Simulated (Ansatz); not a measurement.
Ansatz (an electronic-structure program) input:

Ansatz 0.2 input:
```yaml
crystal:
  lattice:
    - [3.9825088629, 0.0, 0.0]
    - [0.0, 3.9825088629, 0.0]
    - [0.0, 0.0, 8.7681385779]
  atoms:
    - { symbol: Sr, position: [0.0, 0.5, 0.8423988004] }
    - { symbol: Sr, position: [0.5, 0.0, 0.1576011996] }
    - { symbol: Ag, position: [0.5, 0.5, 0.5] }
    - { symbol: Ag, position: [0.0, 0.0, 0.5] }
    - { symbol: S, position: [0.0, 0.5, 0.3064518919] }
    - { symbol: S, position: [0.5, 0.0, 0.6935481081] }
    - { symbol: F, position: [0.5, 0.5, 0.0] }
    - { symbol: F, position: [0.0, 0.0, 0.0] }
kpoints:
  mp_grid: { grid: [6, 6, 3] }
hamiltonian:
  xc: lda
  pseudopotentials: { kind: paw }
scf:
  occupations: { method: fixed }
phonons:
  method: dfpt
  response_accuracy: low
  qmesh: [3, 3, 1]
  interpolated_qmesh: [14, 14, 6]
  dielectric: true
  rigid_motions: translations
  temperatures: { t_max: 1000, t_step: 50 }
  qpath:
    path:
      - [[0.0, 0.0, 0.0], [0.0, 0.5, 0.0], [0.5, 0.5, 0.0], [0.0, 0.0, 0.0], [0.0, 0.0, 0.5], [0.0, 0.5, 0.5], [0.5, 0.5, 0.5], [0.0, 0.0, 0.5]]  # Γ-X-M-Γ-Z-R-A-Z
      - [[0.0, 0.5, 0.0], [0.0, 0.5, 0.5]]  # X-R
      - [[0.5, 0.5, 0.0], [0.5, 0.5, 0.5]]  # M-A
    npoints: 9
```

Output (shortened):

```
WARN phonons: the dynamical matrix that this run interpolates holds no multipole term above the dipole-dipole one, and a site of this crystal is no centre of …
zone centre: on kpoints.mp_grid the ground state, and the responses unless they are solved on pairs of k-points, stand on 40 of the mesh's 108 k-points, …
Pseudopotentials: kind: paw
Pseudopotential: Sr, paw, valence charge 10
Pseudopotential: Ag, paw, valence charge 19
Pseudopotential: S, paw, valence charge 6
Pseudopotential: F, paw, valence charge 7
Functional definition: SPW92
Crystal: 8 atoms, lattice volume = 139.066 Å³
Basis set: ecut = 420 eV, 2701 PW (Γ), exchange–correlation on 60×60×120 points (8 copies of the dense FFT grid, shifted against one another)
Bands: 51, of which v1, the nominal top of the filled ones, is band 42 counted from 1 (41 counted from 0)
Symmetry: 16 space group operations
k-points: 40 of 108 (irreducible under 2 space group operations, time reversal used)
PAW frozen core: Sr, regenerated for the run's functional, and the local potential with it
PAW frozen core: Ag, regenerated for the run's functional, and the local potential with it
PAW frozen core: S, regenerated for the run's functional, and the local potential with it
PAW frozen core: F, regenerated for the run's functional, and the local potential with it
Initial wavefunctions: pseudopotential atomic-orbital guess
Eigensolver: davidson
Functional: x = slater, c = lda
all-band conjugate gradients solve this SCF's bands
SCF 1 converged in 10 iterations: F = -25142.829209 eV  dr2 = 1.30e-11
── the response to a field inside a basis, on 12×12×6 k-points: an SCF that follows is theirs, and a resumed run solves both again ──
Crystal: 8 atoms, lattice volume = 139.066 Å³
Bands: 43, of which v1, the nominal top of the filled ones, is band 42 counted from 1 (41 counted from 0)
k-points: 63 of 864
Initial density: handed on by an earlier stage of this run
Initial wavefunctions: pseudopotential atomic-orbital guess (no wavefunctions were taken with the density)
Eigensolver: Dense (63 Hₖ)
all-band conjugate gradients don't solve this SCF's bands (scf.eigensolver.kind)
SCF 1 converged in 5 iterations: F = -25142.622411 eV  dr2 = 8.09e-8
WARN: field response: ε∞ stands inside a basis, on 12×12×6 points …
SCF converged after 10 iterations
Free energy (F): -25142.829209 eV
Harris-Foulkes:  -25142.829209 eV  (|F-HF|=0.00e0)
Internal energy: -25142.829209 eV  (E = F + TS)
E sigma→0 (E₀):  -25142.829209 eV
Fermi energy:    10.173968 eV
--- Per-component energies (eV) ---
  E_band       = -793.383686
  E_kinetic    = 2180.133434
  E_local      = -9611.388810  (includes V_loc(G=0)·N_el)
  E_nonlocal   = 797.933088
  E_hartree    = 4038.739960
  E_xc         = -1063.639694
  E_vxc        = -1176.319534  (∫ρ·V_xc dr)
  E_paw        = -14249.653001  (= ΣΔE_a)
  E_vpaw       = -1061.226326  (= ΣTr[D̂ρ^β])
  E_aug_tail   = 0.004560  (compensation charges beyond the density's cutoff)
  E_ewald      = -7237.529529
  E_core_change = 2.570784  (= ΣΔE_core)
  E_smearing   =  0.000000  (= −TS)
  E_closure    =  0.000000  (closes the sum)
  Σ components = -25142.829209   (vs F -25142.829209, Δ=0.00e0)
--- Band table (eV; the first three rows and the last of 40) ---
  k-point 0: bands = ["-80.7819", "-80.7648", "-44.4112", "-44.4112", "-44.3360", "-44.3141", "-44.3029", "-44.3029", "-23.6240", "-23.5535", "-13.1676", "-12.6690", "-5.7441", "-5.7441", "-5.7073", "-5.5726", "-5.5726", "-5.4816", "-2.2327", "-1.9070", …
  k-point 1: bands = ["-80.7819", "-80.7648", "-44.4112", "-44.4112", "-44.3360", "-44.3141", "-44.3029", "-44.3029", "-23.6240", "-23.5535", "-13.1676", "-12.6690", "-5.7444", "-5.7444", "-5.7218", "-5.5722", "-5.5722", "-5.4652", "-2.2523", "-1.8855", …
  k-point 2: bands = ["-80.7807", "-80.7660", "-44.4043", "-44.4040", "-44.3345", "-44.3155", "-44.3105", "-44.3102", "-23.6133", "-23.5520", "-13.1555", "-12.7270", "-5.8161", "-5.7237", "-5.7172", "-5.6454", "-5.5748", "-5.3969", "-2.1513", "-1.8493", …
  k-point 39: bands = ["-80.7733", "-80.7733", "-44.4232", "-44.4232", "-44.3248", "-44.3248", "-44.2933", "-44.2933", "-23.5403", "-23.5403", "-13.0820", "-13.0820", "-5.8462", "-5.8462", "-5.7965", "-5.7965", "-5.4075", "-5.4075", "-1.7663", "-1.7663", …
  band table: 51 of 51 bands, residual norms ≤ 1.0e-3 eV
--- Phonons (Γ-DFPT): 8 representative perturbations + reference, on 40 of 108 k-points (Σ response iterations 25) ---
  k mesh reduced under 2 symmetry operations, with k and −k counted as one. Each operation leaves every solved perturbation unchanged …
  ASR residual: 2.221e-4 → 0.000e0 eV/Å²; symmetrization residual: 1.345e-4 eV/Å²
  ASR residual per site (eV/Å²): 1.84e-4 1.84e-4 1.88e-4 1.88e-4 5.06e-5 5.06e-5 2.22e-4 2.22e-4
  Γ frequencies (cm⁻¹): 0.00 0.00 0.00 40.04 40.04 63.86 99.85 105.94 105.94 125.75 125.75 142.22 142.22 174.92 189.16 204.26 204.26 245.96 246.14 246.14 267.93 312.79 312.79 322.32
  ε∞ (high-frequency dielectric tensor):
        5.920582     0.000000     0.000000
        0.000000     5.920582     0.000000
        0.000000     0.000000     4.553068
  ε⁰ (static dielectric tensor: ions relaxed, cell fixed):
       21.157166     0.000000     0.000000
        0.000000    21.157166     0.000000
        0.000000     0.000000    11.728701
  ε⁰ − ε∞ (ionic part):
       15.236583     0.000000     0.000000
        0.000000    15.236583     0.000000
        0.000000     0.000000     7.175633
  softest optical mode at Γ: 40.04 cm⁻¹; the repairs (sum rule, projections) moved no ω² at Γ by more than (7.03 cm⁻¹)²
  Born effective charges Z* (e; rows j = field, columns β = displacement):
    site 0:
         2.67904    0.00000    0.00000
         0.00000    2.67904    0.00000
         0.00000    0.00000    3.22269
    site 1:
         2.67904    0.00000    0.00000
         0.00000    2.67904    0.00000
         0.00000    0.00000    3.22269
    site 2:
         1.12917    0.00000    0.00000
         0.00000    1.12917    0.00000
         0.00000    0.00000    0.48226
    site 3:
         1.12917    0.00000    0.00000
         0.00000    1.12917    0.00000
         0.00000    0.00000    0.48226
    site 4:
        -2.41581    0.00000    0.00000
         0.00000   -2.41581    0.00000
         0.00000    0.00000   -1.41678
    site 5:
        -2.41581    0.00000    0.00000
         0.00000   -2.41581    0.00000
         0.00000    0.00000   -1.41678
    site 6:
        -1.39240    0.00000    0.00000
         0.00000   -1.39240    0.00000
         0.00000    0.00000   -2.28816
    site 7:
        -1.39240    0.00000    0.00000
         0.00000   -1.39240    0.00000
         0.00000    0.00000   -2.28816
  Z* charge neutrality: 2.007e-2 e pre-enforcement
  solved inside a basis spanned on kpoints, on 12×12×6 k-points, its susceptibility summed on 14×14×6: ε∞ is read to err by 2.9e-2, Z* by 2.3e-2 e (field_mesh …
  optical modes at Γ without the LO–TO term, one row a degenerate level:
      ω (cm⁻¹)  modes    IR ((D/Å)²/amu)
         40.04      2             1.2644
         63.86      1             0.0000
         99.85      1             0.6054
        105.94      2             0.0000
        125.75      2             0.0000
        142.22      2            19.5461
        174.92      1             0.0000
        189.16      1            11.4156
        204.26      2             0.0000
        245.96      1             0.0000
        246.14      2            14.0559
        267.93      1             0.0000
        312.79      2             0.0000
        322.32      1             9.1525
  optical modes at Γ + LO–TO along q̂ = [1.0000, 0.0000, 0.0000]:
      ω (cm⁻¹)  modes    IR ((D/Å)²/amu)
         40.04      1             0.6322
         46.97      1             0.0841
         63.86      1             0.0000
         99.85      1             0.6054
        105.94      2             0.0000
        125.75      2             0.0000
        142.22      1             9.7731
        174.92      1             0.0000
        188.04      1             2.7454
        189.16      1            11.4156
        204.26      2             0.0000
        245.96      1             0.0000
        246.14      1             7.0279
        267.93      1             0.0000
        300.02      1            14.6037
        312.79      2             0.0000
        322.32      1             9.1525
  optical modes at Γ + LO–TO along q̂ = [0.0000, 1.0000, 0.0000]:
      ω (cm⁻¹)  modes    IR ((D/Å)²/amu)
         40.04      1             0.6322
         46.97      1             0.0841
         63.86      1             0.0000
         99.85      1             0.6054
        105.94      2             0.0000
        125.75      2             0.0000
        142.22      1             9.7731
        174.92      1             0.0000
        188.04      1             2.7454
        189.16      1            11.4156
        204.26      2             0.0000
        245.96      1             0.0000
        246.14      1             7.0279
        267.93      1             0.0000
        300.02      1            14.6037
        312.79      2             0.0000
        322.32      1             9.1525
  optical modes at Γ + LO–TO along q̂ = [0.0000, 0.0000, 1.0000]:
      ω (cm⁻¹)  modes    IR ((D/Å)²/amu)
         40.04      2             1.2644
         63.86      1             0.0000
        103.36      1             0.0727
        105.94      2             0.0000
        125.75      2             0.0000
        142.22      2            19.5461
        174.92      1             0.0000
        204.26      2             0.0000
        243.16      1             3.4205
        245.96      1             0.0000
        246.14      2            14.0559
        267.93      1             0.0000
        312.79      2             0.0000
        388.79      1            17.6804
  non-analytic LO–TO correction: the dipole-dipole term of the run's Born effective charges and high-frequency dielectric tensor (where they are solved with …
--- Phonons (arbitrary-q DFPT): 3 irreducible q on the 3×3×1 mesh ---
  q = [0.0000, 0.0000, 0.0000] (star 1, of the zone-centre solve; hermiticity 1.03e-5, symmetrization 1.44e-5):  0.00  0.00 0.00 40.04 40.04 63.86 99.85 105.94 105.94 125.75 125.75 142.22 142.22 174.92 189.16 204.26 204.26 245.96 246.14 246.14 267.93 312.79 312.79 322.32
  q = [0.0000, 0.3333, 0.0000] (star 4, 12 solved perturbations on 48 of 108 k-point pairs; hermiticity 8.34e-6, symmetrization 3.95e-10): 60.39 61.49 62.54 70.07 82.72 84.44 104.41 108.56 109.88 113.14 154.00 163.98 164.18 185.89 203.34 212.44 236.29 242.86 …
  q = [0.3333, 0.3333, 0.0000] (star 4, 8 solved perturbations in 456 linear systems a pass and spin channel, the states on 72 of 108 k-point pairs; hermiticity 7.30e-6, symmetrization 1.58e-10): 23.74 58.42 61.70 66.84 94.38 98.92 106.16 119.39 119.95 132.00 …
  sum rule: each row above includes the acoustic sum rule's correction from the zone centre's row sums; it moved no ω² by more than (1.78 cm⁻¹)²
  mesh force constants: q→R imaginary residual 1.40e-16; ASR residual 2.221e-4 → 0.000e0 eV/Å²; symmetrization residual 6.217e-15 eV/Å²
  interpolated dispersion: 85 rows × 24 modes
  density of states and harmonic sums: on the 14×14×6 q-mesh, interpolated from the force constants of a 3×3×1 supercell (with the dipole–dipole term)
  largest difference from the sums on the solved wave vectors: F 7.98e-2 eV, S 1.08e-4 and C_V 2.84e-5 eV/K
  zero-point energy: 0.258405 eV/cell   skipped modes (ω ≤ 0): 3   left out of the sums: 1.06e-4 of the cell's modes …
```

Cost: very roughly 15 core-minutes on shared cores.

Space group P4/nmm. The first step of the workflow began from a Materials Project structure, measured or hypothetical; the Crystallography Open Database copy checked does not list it. Whether it is the stable phase at ambient conditions was not checked. The LDA relaxation kept the symmetry of its start. The run is not spin-polarised. Scalar-relativistic: spin–orbit coupling is off unless named, which matters more the heavier the elements.

Potentials: the later of the program's two PAW sets.

Ansatz is a plane-wave DFT program.
